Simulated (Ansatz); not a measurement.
Relaxed-ion elastic tensor of TaAs (CsCl type, Pm-3m) in GPa (Voigt order), plane-wave PAW r²SCAN (Ansatz code); density 12.98 g/cm³, 16.37 Å³ per atom.

```
 389  91.2  91.2   0.0   0.0   0.0
91.2   389  91.2   0.0   0.0   0.0
91.2  91.2   389   0.0   0.0   0.0
 0.0   0.0   0.0   127   0.0   0.0
 0.0   0.0   0.0   0.0   127   0.0
 0.0   0.0   0.0   0.0   0.0   127
```

Is the crystal mechanically stable?

Yes: the smallest eigenvalue of C is 127 GPa.

Work out the Voigt, Reuss and Hill averages.

K_V = 190, K_R = 190, K_H = 190; G_V = 136, G_R = 135, G_H = 135 GPa.

Give Young's modulus, Poisson's ratio, Pugh's ratio and the universal anisotropy index.

E = 9KG/(3K + G) = 329 GPa; ν = 0.21; K/G = 1.41 (brittle by the Pugh limit of 1.75); A_U = 5G_V/G_R + K_V/K_R − 6 = 0.03.

Estimate the sound speeds and the Debye temperature.

v_l = √((K + 4G/3)/ρ) = 5350 m/s, v_t = √(G/ρ) = 3230 m/s, mean 3570 m/s; Θ = (h/k)(3n/4πV)^(1/3) v_m = 419 K.

Give the Zener ratio and Young's modulus along [100], [110] and [111].

A = 2C44/(C11 − C12) = 0.85; 1/E = S11 − 2(S11 − S12 − S44/2)Γ with Γ = 0, 1/4, 1/3 gives 354, 322, 312 GPa.

A made-up cell: these elements were put on the sites of a structure type; neither database checked (COD, Materials Project) lists it. It is not the phase usual at ambient conditions (space group No. 109). Symmetry was held in the r²SCAN relaxation; its stability against distortions is not shown here. The run is not spin-polarised. As this level gives no gap, shear constants depend on the k-mesh and smearing (Fermi–Dirac, 0.1 eV here). Scalar-relativistic: spin–orbit coupling is off unless named, which matters more the heavier the elements.

Potentials: the earlier of the program's two PAW sets.
